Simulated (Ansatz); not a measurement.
Ansatz (a first-principles code) input:

Ansatz 0.2 input:
```yaml
crystal:
  lattice:
    - [3.1450716413, 0.0, 0.0]
    - [-1.5725358206, 2.7237119381, 0.0]
    - [0.0, 0.0, 3.487441625]
  atoms:
    - { symbol: Hf, position: [0.0, 0.0, 0.0] }
    - { symbol: B, position: [0.3333333333, 0.6666666667, 0.5] }
    - { symbol: B, position: [0.6666666667, 0.3333333333, 0.5] }
kpoints:
  mp_grid: { grid: [31, 31, 25] }
hamiltonian:
  xc: pbe
  pseudopotentials: { kind: paw }
scf:
  occupations: { method: fermi_dirac, width: 0.1 }
elastic: { mode: relaxed_ion, stencil: two_point, amplitude: 0.005, f_tol: 0.0005 }
```

Output (shortened):

```
Pseudopotential: Hf, paw, valence charge 26
Pseudopotential: B, paw, valence charge 3
Functional definition: PBE
Crystal: 3 atoms, lattice volume = 29.874 Å³
Basis set: ecut = 420 eV, 563 PW (Γ), exchange–correlation on 48×48×48 points (8 copies of the dense FFT grid, shifted against one another)
Bands: 20, of which v1, the nominal top of the filled ones, is band 16 counted from 1 (15 counted from 0)
Symmetry: 24 space group operations
Space group: P6/mmm (ITA 191), of the structure as read, at distance tolerance 3.1e-5 Å
k-points: 1248 of 24025
the search or the solves at the SCF's close seem to have found levels that the self-consistency loop had missed (the run counts 1) …
SCF 1 converged in 9 iterations: F = -16036.218560 eV  dr2 = 2.83e-15
Crystal: 3 atoms, lattice volume = 29.725 Å³
Symmetry: 8 space group operations
k-points: 3328 of 24025
SCF 2 converged in 10 iterations: F = -16036.217075 eV  dr2 = 1.38e-14
relax step   1: F+E_penalty+E_count = -16036.21707501 eV  Δ(F+E_penalty+E_count) = +0.000e0 eV  max|allowed force component| = 5.822e-3 eV/Å  Δτ_max = 0.0000 Å  (10 SCF iters, accepted)
Crystal: 3 atoms, lattice volume = 29.725 Å³
SCF 3 converged in 6 iterations: F = -16036.217076 eV  dr2 = 1.76e-14
relax step   2: F+E_penalty+E_count = -16036.21707590 eV  Δ(F+E_penalty+E_count) = -8.903e-7 eV  max|allowed force component| = 3.330e-3 eV/Å  Δτ_max = 0.0001 Å  (6 SCF iters, accepted)
Crystal: 3 atoms, lattice volume = 29.725 Å³
SCF 4 converged in 7 iterations: F = -16036.217076 eV  dr2 = 1.88e-14
relax step   3: F+E_penalty+E_count = -16036.21707633 eV  Δ(F+E_penalty+E_count) = -4.331e-7 eV  max|allowed force component| = 1.887e-6 eV/Å  Δτ_max = 0.0001 Å  (7 SCF iters, accepted)
Crystal: 3 atoms, lattice volume = 29.725 Å³
SCF 5 converged in 6 iterations: F = -16036.217076 eV  dr2 = 8.01e-14
Crystal: 3 atoms, lattice volume = 30.024 Å³
SCF 6 converged in 10 iterations: F = -16036.217267 eV  dr2 = 1.20e-14
relax step   1: F+E_penalty+E_count = -16036.21726708 eV  Δ(F+E_penalty+E_count) = +0.000e0 eV  max|allowed force component| = 6.714e-3 eV/Å  Δτ_max = 0.0000 Å  (10 SCF iters, accepted)
Crystal: 3 atoms, lattice volume = 30.024 Å³
SCF 7 converged in 7 iterations: F = -16036.217269 eV  dr2 = 1.35e-14
relax step   2: F+E_penalty+E_count = -16036.21726887 eV  Δ(F+E_penalty+E_count) = -1.791e-6 eV  max|allowed force component| = 1.143e-4 eV/Å  Δτ_max = 0.0003 Å  (7 SCF iters, accepted)
Crystal: 3 atoms, lattice volume = 30.024 Å³
SCF 8 converged in 6 iterations: F = -16036.217269 eV  dr2 = 3.39e-14
Crystal: 3 atoms, lattice volume = 29.725 Å³
SCF 9 converged in 8 iterations: F = -16036.217596 eV  dr2 = 1.00e-14
Crystal: 3 atoms, lattice volume = 30.024 Å³
SCF 10 converged in 7 iterations: F = -16036.217456 eV  dr2 = 1.13e-15
Crystal: 3 atoms, lattice volume = 29.874 Å³
Symmetry: 4 space group operations
k-points: 6208 of 24025
SCF 11 converged in 10 iterations: F = -16036.217959 eV  dr2 = 8.99e-15
relax step   1: F+E_penalty+E_count = -16036.21795854 eV  Δ(F+E_penalty+E_count) = +0.000e0 eV  max|allowed force component| = 1.609e-4 eV/Å  Δτ_max = 0.0000 Å  (10 SCF iters, accepted)
Crystal: 3 atoms, lattice volume = 29.874 Å³
SCF 12 converged in 6 iterations: F = -16036.217959 eV  dr2 = 8.23e-14
Crystal: 3 atoms, lattice volume = 29.874 Å³
SCF 13 converged in 10 iterations: F = -16036.217959 eV  dr2 = 9.80e-15
relax step   1: F+E_penalty+E_count = -16036.21795854 eV  Δ(F+E_penalty+E_count) = +0.000e0 eV  max|allowed force component| = 1.609e-4 eV/Å  Δτ_max = 0.0000 Å  (10 SCF iters, accepted)
Crystal: 3 atoms, lattice volume = 29.874 Å³
SCF 14 converged in 6 iterations: F = -16036.217959 eV  dr2 = 8.19e-14
SCF converged after 9 iterations
Free energy (F): -16036.218560 eV
Harris-Foulkes:  -16036.218560 eV  (|F-HF|=1.82e-12)
Internal energy: -16036.209739 eV  (E = F + TS)
E sigma→0 (E₀):  -16036.214150 eV
Entropy (-TS):   -0.008821 eV (-2.940 meV/atom)
Fermi energy:    20.448729 eV
--- Per-component energies (eV) ---
  E_band       = 124.763667
  E_kinetic    = 525.443303
  E_local      = -5290.464136  (includes V_loc(G=0)·N_el)
  E_nonlocal   = -1221.883327
  E_hartree    = 2520.614455
  E_xc         = -366.855343
  E_vxc        = -346.095522  (∫ρ·V_xc dr)
  E_paw        = -7085.343028  (= ΣΔE_a)
  E_vpaw       = 1416.534447  (= ΣTr[D̂ρ^β])
  E_aug_tail   = -0.000007  (compensation charges beyond the density's cutoff)
  E_ewald      = -5117.721656
  E_smearing   = -0.008821  (= −TS)
  E_closure    = 0.000000  (closes the sum)
  Σ components = -16036.218560   (vs F -16036.218560, Δ=0.00e0)
--- Forces (eV/Å), atoms counted from 1 ---
  atom   1  Hf     0.00000000     0.00000000     0.00000000
  atom   2  B      0.00000000     0.00000000     0.00000000
  atom   3  B      0.00000000     0.00000000     0.00000000
  max |Σ_I F_I| component: 3.70e-17 eV/Å
--- Stress (GPa, compression-positive) ---
        0.087086       0.000000       0.000000
        0.000000       0.087086       0.000000
        0.000000       0.000000      -0.085181
  P = ⅓ Tr σ = 0.0297 GPa (0.297 kbar)
--- Band table (eV; the first three rows and the last of 1248) ---
  k-point 0: bands = ["-41.4054", "-10.2711", "-9.7918", "-9.7918", "6.6796", "8.6183", "8.6396", "8.6504", "8.6504", "8.6542", "8.6542", "8.7477", "17.3988", "17.5024", "17.5024", "17.6514", "24.3771", "24.3771", "24.9993", "24.9993"]
  k-point 1: bands = ["-41.4053", "-10.2754", "-9.7915", "-9.7915", "6.7049", "8.6180", "8.6396", "8.6507", "8.6507", "8.6539", "8.6539", "8.7477", "17.0042", "17.5188", "17.5188", "18.0365", "24.0955", "24.0955", "24.9434", "24.9434"]
  k-point 2: bands = ["-41.4050", "-10.2882", "-9.7906", "-9.7906", "6.7800", "8.6173", "8.6396", "8.6517", "8.6517", "8.6529", "8.6529", "8.7477", "16.4974", "17.5679", "17.5679", "18.5162", "23.6078", "23.6078", "24.7811", "24.7811"]
  k-point 1247: bands = ["-41.3453", "-10.3457", "-10.2992", "-10.2520", "8.6293", "8.6339", "8.6449", "8.6459", "8.6479", "8.6682", "8.7220", "11.1652", "11.4804", "14.8953", "17.2177", "17.2350", "24.8204", "25.7901", "27.1100", "27.2581"]
--- Elastic constants: 3 strain directions × 2 members + reference (group order 24) ---
  dense FFT box of the reference and of every strained cell: 24×24×24
  strains applied: 11, 33, 23; error gains …
  C = ∂σ_k/∂η_j (tension-positive GPa; Voigt order 11 22 33 23 13 12):
       596.177     64.614    120.907      0.000      0.000      0.000
        64.614    596.177    120.907      0.000      0.000      0.000
       120.730    120.730    444.426      0.000      0.000      0.000
         0.000      0.000      0.000    258.431      0.000      0.000
         0.000      0.000      0.000      0.000    258.431      0.000
         0.000      0.000      0.000      0.000      0.000    265.782
  reference stress σ⁰ (GPa):     -0.087     -0.087      0.085      0.000      0.000      0.000
  moduli (Voigt/Reuss/Hill, GPa): K = 249.92/248.02/248.97   G = 245.23/238.85/242.04   E = 548.41   ν = 0.133
  mechanically stable: yes (min eigenvalue of sym C = 258.43 GPa)
  strain η (Voigt 11):  stress-route row diagonal C_11 = 596.18 GPa, energy-path curvature d²(F+E_count+ΔE)/dδ²/Ω₀ = 596.13 GPa
         δ    σ_11 (GPa)             F (eV)   n_scf  n_hpsi   n_pw
    -5.000e-3      -3.1169      -16036.2170763       6  1034661    600   relax 3 steps, max|allowed force component| 1.89e-6 eV/Å
     5.000e-3       2.8448      -16036.2172689       6  1047320    604   relax 2 steps, max|allowed force component| 1.14e-4 eV/Å
  strain η (Voigt 33):  stress-route row diagonal C_33 = 444.43 GPa, energy-path curvature d²(F+E_count+ΔE)/dδ²/Ω₀ = 444.39 GPa
         δ    σ_33 (GPa)             F (eV)   n_scf  n_hpsi   n_pw
    -5.000e-3      -2.1673      -16036.2175959       8  511209    600   relax 0 steps, max|allowed force component| 1.23e-17 eV/Å
     5.000e-3       2.2769      -16036.2174556       7  465066    604   relax 0 steps, max|allowed force component| 1.11e-16 eV/Å
  strain η (Voigt 23):  stress-route row diagonal C_44 = 258.43 GPa, energy-path curvature d²(F+E_count+ΔE)/dδ²/Ω₀ = 258.42 GPa
         δ    σ_23 (GPa)             F (eV)   n_scf  n_hpsi   n_pw
    -5.000e-3      -1.2922      -16036.2179585       6  1928596    600   relax 1 steps, max|allowed force component| 1.61e-4 eV/Å
     5.000e-3       1.2922      -16036.2179585       6  1929633    600   relax 1 steps, max|allowed force component| 1.61e-4 eV/Å
```

Cost: roughly 30 core-minutes on shared cores.

The cell was relaxed with PBE under the symmetry of its start; of distortions, only those at the zone centre were tested. The run is not spin-polarised. As this level gives no gap, shear constants depend on the k-mesh and smearing (Fermi–Dirac, 0.1 eV here). Scalar-relativistic: spin–orbit coupling is off unless named, which matters more the heavier the elements.

Potentials: the later of the program's two PAW sets.

Ansatz is a plane-wave DFT program.
